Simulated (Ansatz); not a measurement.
Input file for Ansatz (a first-principles code):

Ansatz 0.2 input:
```yaml
crystal:
  lattice:
    - [3.0789509933, 0.0, 0.0]
    - [-1.5394754966, 2.6664497772, 0.0]
    - [0.0, 0.0, 20.1370696071]
  atoms:
    - { symbol: Si, position: [0.3333333333, 0.6666666667, 0.2501058985] }
    - { symbol: Si, position: [0.6666666667, 0.3333333333, 0.7501058985] }
    - { symbol: C, position: [0.3333333333, 0.6666666667, 0.9689228514] }
    - { symbol: C, position: [0.6666666667, 0.3333333333, 0.4689228514] }
    - { symbol: C, position: [0.0, 0.0, 0.0938558608] }
    - { symbol: C, position: [0.0, 0.0, 0.5938558608] }
    - { symbol: C, position: [0.3333333333, 0.6666666667, 0.3441214226] }
    - { symbol: C, position: [0.6666666667, 0.3333333333, 0.8441214226] }
    - { symbol: C, position: [0.3333333333, 0.6666666667, 0.7187196477] }
    - { symbol: C, position: [0.6666666667, 0.3333333333, 0.2187196477] }
    - { symbol: Si, position: [0.3333333333, 0.6666666667, 0.624991277] }
    - { symbol: Si, position: [0.6666666667, 0.3333333333, 0.124991277] }
    - { symbol: Si, position: [0.0, 0.0, 0.0000945862] }
    - { symbol: Si, position: [0.0, 0.0, 0.5000945862] }
    - { symbol: Si, position: [0.3333333333, 0.6666666667, 0.8751884559] }
    - { symbol: Si, position: [0.6666666667, 0.3333333333, 0.3751884559] }
kpoints:
  mp_grid: { grid: [10, 10, 2] }
hamiltonian:
  xc: r2scan
  pseudopotentials: { kind: paw }
scf:
  occupations: { method: fixed }
phonons:
  method: dfpt
  response_accuracy: low
  eigenvectors: true
  rigid_motions: translations
  dielectric: true
```

Output (shortened):

```
Pseudopotential: Si, paw, valence charge 4
Pseudopotential: C, paw, valence charge 4
Functional definition: r2SCAN
Crystal: 16 atoms, lattice volume = 165.323 Å³
Basis set: ecut = 500 eV, 4225 PW (Γ), exchange–correlation on 120×120×750 points (125 copies of the dense FFT grid, shifted against one another)
Bands: 48, of which v1, the nominal top of the filled ones, is band 32 counted from 1 (31 counted from 0)
Symmetry: 12 space group operations
k-points: 62 of 200 (irreducible under 2 space group operations, time reversal used)
SCF 1 converged in 11 iterations: F = -7130.674087 eV  dr2 = 8.36e-11
── the response to a field inside a basis, on 10×10×2 k-points: an SCF that follows is theirs, and a resumed run solves both again ──
Crystal: 16 atoms, lattice volume = 165.323 Å³
Bands: 33, of which v1, the nominal top of the filled ones, is band 32 counted from 1 (31 counted from 0)
k-points: 30 of 200 (irreducible under 4 space group operations, time reversal used)
SCF 1 converged in 6 iterations: F = -7129.788904 eV  dr2 = 5.18e-8
SCF converged after 11 iterations
Free energy (F): -7130.674087 eV
Harris-Foulkes:  -7130.674087 eV  (|F-HF|=6.82e-11)
Internal energy: -7130.674087 eV  (E = F + TS)
E sigma→0 (E₀):  -7130.674087 eV
Fermi energy:    9.414584 eV
--- Per-component energies (eV) ---
  E_band       = 204.549540
  E_kinetic    = 1088.394055
  E_local      = -830.019676  (includes V_loc(G=0)·N_el)
  E_nonlocal   = 402.923889
  E_hartree    = 260.513769
  E_xc         = -810.930515
  E_vxc        = -949.206235  (∫ρ·V_xc dr)
  E_paw        = -4962.327949  (= ΣΔE_a)
  E_vpaw       = -73.128409  (= ΣTr[D̂ρ^β])
  E_aug_tail   = 0.000066  (compensation charges beyond the density's cutoff)
  E_vtau       = 44.558163  (kinetic-family band-sum trace: ∫τ·v_τ [+ j·A + Jᵃ·Aᵃ] dr)
  E_ewald      = -2278.418073
  E_core_change = -0.809654  (= ΣΔE_core)
  E_smearing   =  0.000000  (= −TS)
  E_closure    = 0.000000  (closes the sum)
  Σ components = -7130.674087   (vs F -7130.674087, Δ=0.00e0)
--- Band table (eV; the first three rows and the last of 62) ---
  k-point 0: bands = ["-6.8188", "-6.5214", "-6.4836", "-5.5907", "-5.5714", "-4.2112", "-4.1790", "-3.1880", "0.5460", "2.0448", "2.0867", "4.8913", "4.9155", "7.8213", "7.8511", "8.2316", "8.2316", "8.3285", "8.3285", "8.4226", "8.4226", "8.7179", "8.7179", …
  k-point 1: bands = ["-6.7396", "-6.7396", "-6.1128", "-6.1128", "-4.9265", "-4.9265", "-3.5106", "-3.5106", "0.9979", "0.9979", "3.4189", "3.4189", "6.4177", "6.4177", "8.2642", "8.2642", "8.2642", "8.2642", "8.5458", "8.5458", "8.5458", "8.5458", "8.9423", …
  k-point 2: bands = ["-6.6387", "-6.3429", "-6.3047", "-5.4172", "-5.3975", "-4.0483", "-4.0160", "-3.0390", "0.7108", "2.1781", "2.2202", "4.9384", "4.9639", "7.2603", "7.4004", "7.4830", "7.5905", "7.6411", "7.8872", "8.0308", "8.0527", "8.0978", "8.1041", …
  k-point 61: bands = ["-3.6247", "-3.6247", "-3.1380", "-3.1380", "-2.3302", "-2.3302", "-1.6362", "-1.6362", "1.6472", "1.6472", "1.9830", "1.9830", "2.2904", "2.2904", "3.0737", "3.0737", "4.2462", "4.2462", "4.4937", "4.4937", "5.1261", "5.1261", …
--- Phonons (Γ-DFPT): 16 representative perturbations + reference, on 62 of 200 k-points (Σ response iterations 87) ---
  ASR residual: 9.515e-4 → 0.000e0 eV/Å²; symmetrization residual: 4.266e-5 eV/Å²
  ASR residual per site (eV/Å²): 8.70e-5 8.70e-5 9.52e-4 9.52e-4 2.61e-4 2.61e-4 1.90e-4 1.90e-4 6.69e-4 6.69e-4 2.09e-4 2.09e-4 8.41e-5 8.41e-5 3.20e-4 3.20e-4
  Γ frequencies (cm⁻¹): 0.00 0.00 0.00 114.89 114.89 117.60 117.60 201.90 201.90 205.64 205.64 216.59 217.59 253.21 253.21 256.88 256.88 271.77 271.77 407.35 411.49 551.71 558.05 617.58 768.77 768.77 770.31 770.31 776.63 776.63 782.42 782.42 785.57 785.57 …
  ε∞ (high-frequency dielectric tensor):
        6.536844     0.000000     0.000000
        0.000000     6.536844     0.000000
        0.000000     0.000000     6.700914
  ε⁰ (static dielectric tensor: ions relaxed, cell fixed):
        9.789478     0.000000     0.000000
        0.000000     9.789478     0.000000
        0.000000     0.000000    10.127459
  ε⁰ − ε∞ (ionic part):
        3.252634     0.000000     0.000000
        0.000000     3.252634     0.000000
        0.000000     0.000000     3.426545
  softest optical mode at Γ: 114.89 cm⁻¹; the repairs (sum rule, projections) moved no ω² at Γ by more than (8.24 cm⁻¹)²
  Born effective charges Z* (e; rows j = field, columns β = displacement):
    site 0:
         2.69330    0.00000    0.00000
         0.00000    2.69330    0.00000
         0.00000    0.00000    2.59346
    site 1:
         2.69330    0.00000    0.00000
         0.00000    2.69330    0.00000
         0.00000    0.00000    2.59346
    site 2:
        -2.70816    0.00000    0.00000
         0.00000   -2.70816    0.00000
         0.00000    0.00000   -2.74431
    site 3:
        -2.70816    0.00000    0.00000
         0.00000   -2.70816    0.00000
         0.00000    0.00000   -2.74431
    site 4:
        -2.71935    0.00000    0.00000
         0.00000   -2.71935    0.00000
         0.00000    0.00000   -2.78317
    site 5:
        -2.71935    0.00000    0.00000
         0.00000   -2.71935    0.00000
         0.00000    0.00000   -2.78317
    site 6:
        -2.72134    0.00000    0.00000
         0.00000   -2.72134    0.00000
         0.00000    0.00000   -2.69390
    site 7:
        -2.72134    0.00000    0.00000
         0.00000   -2.72134    0.00000
         0.00000    0.00000   -2.69390
    site 8:
        -2.69339    0.00000    0.00000
         0.00000   -2.69339    0.00000
         0.00000    0.00000   -2.79324
    site 9:
        -2.69339    0.00000    0.00000
         0.00000   -2.69339    0.00000
         0.00000    0.00000   -2.79324
    site 10:
         2.72080    0.00000    0.00000
         0.00000    2.72080    0.00000
         0.00000    0.00000    2.78306
    site 11:
         2.72080    0.00000    0.00000
         0.00000    2.72080    0.00000
         0.00000    0.00000    2.78306
    site 12:
         2.72386    0.00000    0.00000
         0.00000    2.72386    0.00000
         0.00000    0.00000    2.77677
    site 13:
         2.72386    0.00000    0.00000
         0.00000    2.72386    0.00000
         0.00000    0.00000    2.77677
    site 14:
         2.70428    0.00000    0.00000
         0.00000    2.70428    0.00000
         0.00000    0.00000    2.86134
    site 15:
         2.70428    0.00000    0.00000
         0.00000    2.70428    0.00000
         0.00000    0.00000    2.86134
  Z* charge neutrality: 1.370e-2 e pre-enforcement
  solved inside a basis spanned on kpoints, on 10×10×2 k-points, its susceptibility summed on 14×14×2: ε∞ is read to err by 5.4e-2, Z* by 2.1e-2 e (field_mesh …
  optical modes at Γ without the LO–TO term, one row a degenerate level:
      ω (cm⁻¹)  modes    IR ((D/Å)²/amu)
        114.89      2             0.0000
        117.60      2             0.0000
        201.90      2             0.0009
        205.64      2             0.0040
        216.59      1             0.0000
        217.59      1             0.0000
        253.21      2             0.0000
        256.88      2             0.0000
        271.77      2             0.0015
        407.35      1             0.0551
        411.49      1             0.0056
        551.71      1             0.0000
        558.05      1             0.0000
        617.58      1             0.0705
        768.77      2             0.1291
        770.31      2             0.0000
        776.63      2             0.0000
        782.42      2             0.2657
        785.57      2             0.5464
        791.97      1           165.9525
        794.38      2             0.0000
        795.10      2             0.0000
        799.73      2           321.4229
        844.65      1             0.2426
        874.95      1             0.0000
        877.76      1             0.0000
        924.95      1             0.0978
        929.41      1             0.0113
        959.43      1             0.0000
        964.97      1             0.0000
  optical modes at Γ + LO–TO along q̂ = [1.0000, 0.0000, 0.0000]:
      ω (cm⁻¹)  modes    IR ((D/Å)²/amu)
        114.89      2             0.0000
        117.60      2             0.0000
        201.90      1             0.0004
        201.90      1             0.0002
        205.64      1             0.0020
        205.65      1             0.0009
        216.59      1             0.0000
        217.59      1             0.0000
        253.21      2             0.0000
        256.88      2             0.0000
        271.77      1             0.0007
        271.77      1             0.0003
        407.35      1             0.0551
        411.49      1             0.0056
        551.71      1             0.0000
        558.05      1             0.0000
        617.58      1             0.0705
        768.77      1             0.0645
        768.78      1             0.0011
        770.31      2             0.0000
        776.63      2             0.0000
        782.42      1             0.1328
        782.43      1             0.0008
        785.57      1             0.2732
        785.60      1             0.0012
        791.97      1           165.9525
        794.38      2             0.0000
        795.10      2             0.0000
        799.73      1           160.7115
        844.65      1             0.2426
        874.95      1             0.0000
        877.76      1             0.0000
        924.95      1             0.0978
        929.41      1             0.0113
        959.43      1             0.0000
        964.97      1             0.0000
        978.57      1           161.1807
  optical modes at Γ + LO–TO along q̂ = [0.0000, 1.0000, 0.0000]:
      ω (cm⁻¹)  modes    IR ((D/Å)²/amu)
        114.89      2             0.0000
        117.60      2             0.0000
        201.90      1             0.0004
        201.90      1             0.0002
        205.64      1             0.0020
        205.65      1             0.0009
        216.59      1             0.0000
        217.59      1             0.0000
        253.21      2             0.0000
        256.88      2             0.0000
        271.77      1             0.0007
        271.77      1             0.0003
        407.35      1             0.0551
        411.49      1             0.0056
        551.71      1             0.0000
        558.05      1             0.0000
        617.58      1             0.0705
        768.77      1             0.0645
        768.78      1             0.0011
        770.31      2             0.0000
        776.63      2             0.0000
        782.42      1             0.1328
        782.43      1             0.0008
        785.57      1             0.2732
        785.60      1             0.0012
        791.97      1           165.9525
        794.38      2             0.0000
        795.10      2             0.0000
        799.73      1           160.7115
        844.65      1             0.2426
        874.95      1             0.0000
        877.76      1             0.0000
        924.95      1             0.0978
        929.41      1             0.0113
        959.43      1             0.0000
        964.97      1             0.0000
        978.57      1           161.1807
  optical modes at Γ + LO–TO along q̂ = [0.0000, 0.0000, 1.0000]:
      ω (cm⁻¹)  modes    IR ((D/Å)²/amu)
        114.89      2             0.0000
        117.60      2             0.0000
        201.90      2             0.0009
        205.64      2             0.0040
        216.59      1             0.0000
        217.59      1             0.0000
        253.21      2             0.0000
        256.88      2             0.0000
        271.77      2             0.0015
        407.43      1             0.0191
        411.50      1             0.0020
        551.71      1             0.0000
        558.05      1             0.0000
        617.63      1             0.0133
        768.77      2             0.1291
        770.31      2             0.0000
        776.63      2             0.0000
        782.42      2             0.2657
        785.57      2             0.5464
        794.38      2             0.0000
        795.10      2             0.0000
        799.73      2           321.4229
        844.54      1             0.0329
        874.95      1             0.0000
        877.76      1             0.0000
        924.70      1             0.5963
        929.38      1             0.0795
        959.43      1             0.0000
        964.97      1             0.0000
        973.77      1           165.6925
```

Cost: about 60 core-minutes (a rough figure) on shared cores.

Space group P6_3mc. The workflow started from an entry of the Crystallography Open Database (COD). Its sites differ from those of the usual phase in this space group: another stacking or structure type. The cell was relaxed with r²SCAN under the symmetry of its start; of distortions, only those at the zone centre were tested.

Potentials: the later of the program's two PAW sets.

Ansatz is a plane-wave DFT program.
